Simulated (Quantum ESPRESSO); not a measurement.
HfSiO4, space group I4₁/amd (No. 141):

```
CELL_PARAMETERS angstrom
     -3.27670     3.27670     2.98224
      3.27670    -3.27670     2.98224
      3.27670     3.27670    -2.98224
ATOMIC_POSITIONS crystal
  Hf 0.00000 0.00000 0.00000
  Hf 0.75000 0.25000 0.50000
  Si 0.25000 0.75000 0.50000
  Si 0.50000 0.50000 0.00000
  O  0.13409 0.31920 0.81489
  O  0.06920 0.75431 0.68511
  O  0.50431 0.31920 0.18511
  O  0.06920 0.38409 0.31489
  O  0.61591 0.93080 0.68511
  O  0.68080 0.86591 0.18511
  O  0.24569 0.93080 0.31489
  O  0.68080 0.49569 0.81489
```
Geometry: a computed entry of the Materials Project; it was not checked against measured cells. It is HfSiO4 in I4₁/amd; whether this form has been observed was not checked. Stability against distortions was not tested. The run has no spin polarisation.

```
site  Wyckoff letter  site symmetry
----  --------------  -------------
Hf                 a           -4m2
Si                 b           -4m2
O                  h              m
```

Cores are frozen. Against all-electron runs on small test molecules, this scheme's |Vzz| missed by −6 % on Si, −2 to +6 % on O. Hf had no test against all-electron runs. Spin–orbit coupling is left out, a limit on Hf.

Task: Where does symmetry force the field gradient to vanish or to be axial, and what does PBE PAW (JTH datasets; density from pw.x of a modified build of Quantum ESPRESSO, gradients reconstructed from it by a script) give?

Result: 
```
site                                by symmetry  Vzz (a.u.)   η_Q
----  -----------------------------------------  ----------  ----
Hf    axial, η = 0 (an axis of order 3 or more)       1.466  0.00
Si    axial, η = 0 (an axis of order 3 or more)      -0.217  0.00
O                                     η is free       0.475  0.85
```
